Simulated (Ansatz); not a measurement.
## Ba3WN3, one structure, two calculations

Cell: a computed structure from the Materials Project (it need not be an observed phase), ions relaxed with PBE at fixed cell.

Space group P6_3/m (No. 176); a = 8.4645, c = 5.6841 Å, γ = 120.00°.

```
site  Wyckoff  site symmetry       x       y       z
  Ba       6h            m..  0.9071  0.6417  0.2500
   W       2c           -6..  0.6667  0.3333  0.7500
   N       6h            m..  0.8740  0.5642  0.7500
```

One atom of each set is listed.

First run. Method: Kohn–Sham DFT in Ansatz, PBE, plane waves and PAW, scalar-relativistic, 420 eV cutoff, Γ-centred 5×5×6 k-points, Fermi–Dirac smearing 0.05 eV.

```csv
site,V_zz (10²¹ V/m²),η
Ba,6.10,0.16
W,73.3,0.00
N,4.43,0.89
```

Second run. The same atoms and settings, except that the functional is r2SCAN and the cutoff is 500 eV.

(1) What does the second run give?

Answers

(1) 

```csv
site,V_zz,η,change of V_zz
Ba,6.75,0.02,+0.65
W,75.2,0.00,+1.87
N,4.58,0.84,+0.15
```

The largest change of V_zz is on W, from 73.3 to 75.2. In per cent, |V_zz| changes by +11 on Ba, +3 on W, +3 on N (all sites that start above 2).

The run finds no gap above 0.1 eV (a metal, or nearly one), so the gradients can move by 10 % or more with the k-mesh. Without spin–orbit coupling the gradients at and beside W can be off by some per cent, at some sites by more.
For the second run: The largest force is 0.4 eV/Å, so the atoms aren't at the calculated equilibrium and relaxing them would move these values.
